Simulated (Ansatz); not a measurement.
BaNa2:
```cif
data_Ba4Na8
_chemical_formula_sum 'Na8 Ba4'
_space_group_name_H-M_alt 'P 1'
_space_group_IT_number 1
_cell_length_a 7.40094
_cell_length_b 7.40094
_cell_length_c 11.91272
_cell_angle_alpha 90.000
_cell_angle_beta 90.000
_cell_angle_gamma 120.000
loop_
_space_group_symop_operation_xyz
  'x, y, z'
loop_
_atom_site_label
_atom_site_type_symbol
_atom_site_fract_x
_atom_site_fract_y
_atom_site_fract_z
_atom_site_occupancy
Na1 Na 0.00000 0.00000 0.00000 1
Na2 Na 0.00000 0.00000 0.50000 1
Ba1 Ba 0.33333 0.66667 0.06087 1
Ba2 Ba 0.66667 0.33333 0.56087 1
Ba3 Ba 0.33333 0.66667 0.43913 1
Ba4 Ba 0.66667 0.33333 0.93913 1
Na3 Na 0.83146 0.66292 0.25000 1
Na4 Na 0.16854 0.83146 0.75000 1
Na5 Na 0.33708 0.16854 0.25000 1
Na6 Na 0.16854 0.33708 0.75000 1
Na7 Na 0.83146 0.16854 0.25000 1
Na8 Na 0.66292 0.83146 0.75000 1
```

Relaxed with r²SCAN.

**Question.** Which orbitals make up the states near the Fermi level in r²SCAN in the plane-wave PAW code Ansatz?

**Answer.** Within 0.5 eV of the Fermi level: Na 3s 37 %, Ba 6s 24 %, outside the projected shells 38 %. Projections are on Löwdin-orthogonalised atomic valence shells; empty p or d shells of many metals are not among them.

**Question.** Tabulate the density of states.

**Answer.** States/eV per cell of 12 atoms, in 0.25 eV bins, energy from the Fermi level.

```
E (eV)  total  Na 3s  Ba 6s  Ba 5p
------  -----  -----  -----  -----
-7.85    0.00   0.00   0.00   0.00
-7.60    0.00   0.00   0.00   0.00
-7.35    0.00   0.00   0.00   0.00
-7.10    0.00   0.00   0.00   0.00
-6.85    0.00   0.00   0.00   0.00
-6.60    0.00   0.00   0.00   0.00
-6.35    0.00   0.00   0.00   0.00
-6.10    0.00   0.00   0.00   0.00
-5.85    0.00   0.00   0.00   0.00
-5.60    0.00   0.00   0.00   0.00
-5.35    0.00   0.00   0.00   0.00
-5.10    0.00   0.00   0.00   0.00
-4.85    0.00   0.00   0.00   0.00
-4.60    0.00   0.00   0.00   0.00
-4.35    0.00   0.00   0.00   0.00
-4.10    0.00   0.00   0.00   0.00
-3.85    0.00   0.00   0.00   0.00
-3.60    0.00   0.00   0.00   0.00
-3.35    0.01   0.00   0.00   0.00
-3.10    0.93   0.54   0.35   0.00
-2.85    1.71   1.02   0.63   0.01
-2.60    2.32   1.42   0.81   0.02
-2.35    3.06   1.97   0.97   0.04
-2.10    3.66   2.57   0.93   0.05
-1.85    4.19   2.93   1.05   0.06
-1.60    5.06   3.50   1.26   0.06
-1.35    5.13   3.48   1.26   0.06
-1.10    6.06   3.78   1.72   0.06
-0.85    6.91   4.15   1.89   0.05
-0.60    7.48   3.98   2.24   0.04
-0.35    9.32   4.46   2.60   0.04
-0.10    8.36   3.60   2.09   0.03
0.15    10.97   3.71   2.76   0.03
0.40     8.36   1.92   1.36   0.01
0.65    16.67   2.56   1.30   0.01
0.90    28.07   0.88   0.43   0.01
1.15    17.86   0.42   0.20   0.01
1.40     8.02   0.37   0.26   0.00
1.65     7.61   0.26   0.06   0.00
1.90     6.94   0.13   0.03   0.00
2.15     7.30   0.17   0.08   0.00
2.40    11.65   0.43   0.31   0.00
2.65    12.03   0.49   0.53   0.00
2.90    14.73   0.61   0.58   0.00
3.15     9.62   0.25   0.14   0.00
```

Space group P6_3/mmc. The workflow started from an entry of the Crystallography Open Database (COD). Its standing as an ambient phase is unchecked. The cell was relaxed with r²SCAN under the symmetry of its start; its stability against distortions is not shown here. Spin–orbit coupling is left out wherever it is not named.

Potentials: the later of the program's two PAW sets.
